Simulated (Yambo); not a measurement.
Absorption of La2O3 (space group P-3m1, No. 164) with and without the electron-hole interaction (Yambo, PBEsol bands; 6×6×4 mesh, 12 valence and 8 conduction bands, static screening with 100 bands and a 3 Ry block, scissor 1.43 eV, Tamm-Dancoff; field along x). Axes are Cartesian, with cell vectors (Å) (3.93, 0.00, 0.00), (-1.97, 3.40, 0.00), (0.00, 0.00, 6.11).

| E (eV) | Im ε, BSE | Im ε, independent quasiparticles |
|---|---|---|
| 3.75 | 0.10 | 0.04 |
| 3.80 | 0.11 | 0.04 |
| 3.85 | 0.11 | 0.04 |
| 3.90 | 0.12 | 0.05 |
| 3.95 | 0.13 | 0.05 |
| 4.00 | 0.14 | 0.05 |
| 4.05 | 0.15 | 0.05 |
| 4.10 | 0.17 | 0.05 |
| 4.15 | 0.18 | 0.06 |
| 4.20 | 0.20 | 0.06 |
| 4.25 | 0.22 | 0.06 |
| 4.30 | 0.25 | 0.07 |
| 4.35 | 0.28 | 0.07 |
| 4.40 | 0.32 | 0.07 |
| 4.45 | 0.36 | 0.08 |
| 4.50 | 0.42 | 0.08 |
| 4.55 | 0.49 | 0.09 |
| 4.60 | 0.58 | 0.09 |
| 4.65 | 0.71 | 0.10 |
| 4.70 | 0.88 | 0.11 |
| 4.75 | 1.12 | 0.11 |
| 4.80 | 1.46 | 0.12 |
| 4.85 | 1.92 | 0.13 |
| 4.90 | 2.50 | 0.14 |
| 4.95 | 3.06 | 0.16 |
| 5.00 | 3.45 | 0.17 |
| 5.05 | 3.54 | 0.19 |
| 5.10 | 3.38 | 0.21 |
| 5.15 | 3.13 | 0.23 |
| 5.20 | 2.96 | 0.26 |
| 5.25 | 2.94 | 0.30 |
| 5.30 | 3.05 | 0.35 |
| 5.35 | 3.31 | 0.42 |
| 5.40 | 3.56 | 0.51 |
| 5.45 | 3.64 | 0.62 |
| 5.50 | 3.61 | 0.76 |
| 5.55 | 3.47 | 0.92 |
| 5.60 | 3.18 | 1.11 |
| 5.65 | 2.92 | 1.31 |
| 5.70 | 2.76 | 1.49 |
| 5.75 | 2.60 | 1.66 |
| 5.80 | 2.40 | 1.79 |
| 5.85 | 2.28 | 1.90 |
| 5.90 | 2.28 | 2.02 |
| 5.95 | 2.27 | 2.17 |
| 6.00 | 2.17 | 2.33 |
| 6.05 | 2.08 | 2.47 |
| 6.10 | 2.07 | 2.63 |
| 6.15 | 2.06 | 2.81 |
| 6.20 | 2.01 | 3.05 |
| 6.25 | 1.98 | 3.35 |
| 6.30 | 2.03 | 3.62 |
| 6.35 | 2.05 | 3.76 |
| 6.40 | 1.95 | 3.72 |
| 6.45 | 1.84 | 3.56 |
| 6.50 | 1.84 | 3.40 |
| 6.55 | 1.89 | 3.29 |
| 6.60 | 1.86 | 3.24 |
| 6.65 | 1.72 | 3.22 |
| 6.70 | 1.62 | 3.21 |
| 6.75 | 1.59 | 3.14 |

The scissor comes from a G0W0 run whose convergence isn't established. Broadening 0.15 eV. The band window holds all transitions up to 6.6 eV; the range above that lacks some weight. Fine structure above the onset can come from the mesh.

The 4f states are in the valence at their DFT position.

Geometry of the Materials Project entry, not relaxed at this level; primitive cell a = 3.931 Å, b = 3.931 Å, c = 6.112 Å, α = 90.00°, β = 90.00°, γ = 120.00°.
